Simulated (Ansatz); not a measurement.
TiPd:
```cif
data_Pd2Ti2
_chemical_formula_sum 'Ti2 Pd2'
_space_group_name_H-M_alt 'Pmma'
_space_group_IT_number 51
_space_group_name_Hall '-P 2a 2a'
_cell_length_a 4.55746
_cell_length_b 2.78052
_cell_length_c 4.87357
_cell_angle_alpha 90.000
_cell_angle_beta 90.000
_cell_angle_gamma 90.000
loop_
_atom_site_label
_atom_site_type_symbol
_atom_site_symmetry_multiplicity
_atom_site_Wyckoff_symbol
_atom_site_fract_x
_atom_site_fract_y
_atom_site_fract_z
_atom_site_occupancy
Ti1 Ti 2 e 0.25000 0.00000 0.70405 1
Pd1 Pd 2 f 0.25000 0.50000 0.18748 1
```

Relaxed with r²SCAN.

### Question
Which orbitals make up the states near the Fermi level in plane-wave PAW r²SCAN (Ansatz code)?

### Answer
Within 0.5 eV of the Fermi level: Ti 3d 77 %, Pd 4d 11 %, outside the projected shells 9 %. Projections are on Löwdin-orthogonalised atomic valence shells; empty p or d shells of many metals are not among them.

### Question
Tabulate the density of states.

### Answer
States/eV per cell of 4 atoms, in 0.25 eV bins, energy from the Fermi level.

```
E (eV)  total  Pd 4d  Ti 3d  Ti 4s
------  -----  -----  -----  -----
-7.80    0.00   0.00   0.00   0.00
-7.55    0.10   0.00   0.00   0.09
-7.30    0.19   0.00   0.00   0.16
-7.05    0.26   0.00   0.00   0.22
-6.80    0.33   0.01   0.00   0.28
-6.55    0.41   0.02   0.01   0.33
-6.30    0.53   0.05   0.01   0.40
-6.05    0.62   0.09   0.02   0.44
-5.80    1.04   0.36   0.07   0.51
-5.55    3.39   2.16   0.35   0.67
-5.30    6.36   4.65   0.66   0.80
-5.05    7.54   5.88   0.91   0.52
-4.80    8.23   6.66   0.99   0.36
-4.55    7.87   6.60   0.85   0.24
-4.30    7.73   6.57   0.75   0.27
-4.05    6.25   5.39   0.57   0.17
-3.80    5.78   4.96   0.54   0.15
-3.55    6.32   5.35   0.68   0.15
-3.30    6.31   5.44   0.57   0.18
-3.05    6.80   5.81   0.57   0.26
-2.80    5.56   4.44   0.60   0.35
-2.55    5.06   3.98   0.56   0.37
-2.30    2.50   1.48   0.51   0.33
-2.05    1.81   0.60   0.66   0.29
-1.80    1.48   0.41   0.65   0.19
-1.55    1.58   0.35   0.70   0.17
-1.30    1.79   0.32   0.96   0.20
-1.05    2.47   0.35   1.49   0.27
-0.80    2.97   0.37   1.90   0.24
-0.55    3.39   0.39   2.48   0.16
-0.30    4.42   0.50   3.34   0.14
-0.05    4.15   0.47   3.13   0.12
0.20     4.22   0.47   3.22   0.10
0.45     5.35   0.65   4.34   0.08
0.70     4.17   0.55   3.32   0.06
0.95     6.26   0.75   5.01   0.08
1.20     4.24   0.46   3.41   0.06
1.45     4.48   0.40   3.60   0.09
1.70     3.55   0.27   2.85   0.10
1.95     5.33   0.34   4.58   0.14
2.20     8.03   0.62   6.95   0.17
```

The first step of the workflow began from a Materials Project structure, measured or hypothetical; the Crystallography Open Database copy checked does not list it. COD files the formula under space group No. 221, so this cell is another polymorph or a model. With Ti and Pd taken as one species the cell has the higher symmetry Cmcm, so it may be an ordered model of a mixed-site phase. Whether it is the stable phase at ambient conditions was not checked. The r²SCAN relaxation kept the symmetry of its start; of distortions, only those at the zone centre were tested. The run is not spin-polarised. Scalar-relativistic: spin–orbit coupling is off unless named, which matters more the heavier the elements.

Potentials: the later of the program's two PAW sets.
